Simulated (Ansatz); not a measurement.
ScCu (CsCl type)

```yaml
crystal:
  lattice:
    - [3.16596, 0.00000, 0.00000]
    - [0.00000, 3.16596, 0.00000]
    - [0.00000, 0.00000, 3.16596]
  atoms:
    - { symbol: Sc, position: [0.50000, 0.50000, 0.50000] }
    - { symbol: Cu, position: [0.00000, 0.00000, 0.00000] }
```

The slice is a {110} plane (indices of the conventional cell) through the point (0.000, 0.000, 0.000) (fractional), spanned by u = [100] and v = [011] in vectors of this cell: u (3.17 Å) and v (4.48 Å, at 90° to u). It covers one period; positions are fractions (u, v).

Calculation: LDA (plane waves to 420 eV, PAW, scalar-relativistic; Ansatz, a quantum-chemistry and plane-wave program). k mesh 15×15×15. Inside the PAW spheres the values are not all-electron values, and peaks at nuclei hang on which shells count as valence. ScCu is run without spin polarisation. ScCu was relaxed with its symmetry unable to fall. The relaxed volume of ScCu is well below the measured one.

Three fields on this plane, each scaled to ten steps between its own extremes (0 low, 9 high; the total valence density on a logarithmic scale, the potential cut 8 eV below its top; x marks points blanked near nuclei; v = 0 in the bottom row):

Map A
```
|xxxxxxxx75433457xxxxxxx|
|xxxxxxx9754334579xxxxxx|
|xxxxxxx8643333468xxxxxx|
|xxxxxxx7543333457xxxxxx|
|xxxxxx865433334568xxxxx|
|xxxx9865433333345689xxx|
|xx98765444333344456789x|
|77765554455555544555677|
|55544455789xx9875544455|
|33334468xxxxxxxx8644333|
|2223458xxxxxxxxxx854322|
|112247xxxxxxxxxxxx74221|
|01125xxxxxxxxxxxxxx5211|
|00126xxxxxxxxxxxxxx6210|
|00126xxxxxxxxxxxxxx6210|
|00136xxxxxxxxxxxxxx6310|
|00126xxxxxxxxxxxxxx6210|
|00126xxxxxxxxxxxxxx6210|
|01125xxxxxxxxxxxxxx5211|
|112247xxxxxxxxxxxx74221|
|2223458xxxxxxxxxx854322|
|33334468xxxxxxxx8644333|
|55544455789xx9875544455|
|77765554455555544555677|
|xx98765444333344456789x|
|xxxx9865433333345689xxx|
|xxxxxx865433334568xxxxx|
|xxxxxxx7543333457xxxxxx|
|xxxxxxx8643333468xxxxxx|
|xxxxxxx9754334579xxxxxx|
|xxxxxxxx75433457xxxxxxx|
|xxxxxxxx75433457xxxxxxx|
```

Map B
```
|xxxxxxxx58999985xxxxxxx|
|xxxxxxx2689999862xxxxxx|
|xxxxxxx3689999863xxxxxx|
|xxxxxxx5688888865xxxxxx|
|xxxxxx356777777653xxxxx|
|xxxx1355666666665531xxx|
|xx23455554444445555432x|
|55555543210000123455555|
|66665431000xx0001345666|
|77664300xxxxxxxx0034667|
|7765300xxxxxxxxxx003567|
|765410xxxxxxxxxxxx01456|
|66530xxxxxxxxxxxxxx0356|
|65420xxxxxxxxxxxxxx0245|
|55310xxxxxxxxxxxxxx0135|
|55310xxxxxxxxxxxxxx0135|
|55310xxxxxxxxxxxxxx0135|
|65420xxxxxxxxxxxxxx0245|
|66530xxxxxxxxxxxxxx0356|
|765410xxxxxxxxxxxx01456|
|7765300xxxxxxxxxx003567|
|77664300xxxxxxxx0034667|
|66665431000xx0001345666|
|55555543210000123455555|
|xx23455554444445555432x|
|xxxx1355666666665531xxx|
|xxxxxx356777777653xxxxx|
|xxxxxxx5688888865xxxxxx|
|xxxxxxx3689999863xxxxxx|
|xxxxxxx2689999862xxxxxx|
|xxxxxxxx58999985xxxxxxx|
|xxxxxxxx58999985xxxxxxx|
```

Map C
```
|xxxxxxxx46899864xxxxxxx|
|xxxxxxx3579999753xxxxxx|
|xxxxxxx4579999754xxxxxx|
|xxxxxxx5689999865xxxxxx|
|xxxxxx467777777764xxxxx|
|xxxx4556655445566554xxx|
|xx44566543222234566544x|
|55566543211111123456655|
|77765321123xx3211235677|
|88753212xxxxxxxx2123578|
|8753112xxxxxxxxxx211357|
|653111xxxxxxxxxxxx11135|
|43100xxxxxxxxxxxxxx0013|
|22000xxxxxxxxxxxxxx0002|
|11001xxxxxxxxxxxxxx1001|
|11001xxxxxxxxxxxxxx1001|
|11001xxxxxxxxxxxxxx1001|
|22000xxxxxxxxxxxxxx0002|
|43100xxxxxxxxxxxxxx0013|
|653111xxxxxxxxxxxx11135|
|8753112xxxxxxxxxx211357|
|88753212xxxxxxxx2123578|
|77765321123xx3211235677|
|55566543211111123456655|
|xx44566543222234566544x|
|xxxx4556655445566554xxx|
|xxxxxx467777777764xxxxx|
|xxxxxxx5689999865xxxxxx|
|xxxxxxx4579999754xxxxxx|
|xxxxxxx3579999753xxxxxx|
|xxxxxxxx46899864xxxxxxx|
|xxxxxxxx46899864xxxxxxx|
```

Question: Assign the maps to these fields: electron localisation function (ELF); valence electron density; electrostatic potential energy of an electron, from the cell's mean.

Answer: A is the valence electron density; B is the electrostatic potential energy of an electron, from the cell's mean; C is the electron localisation function (ELF).
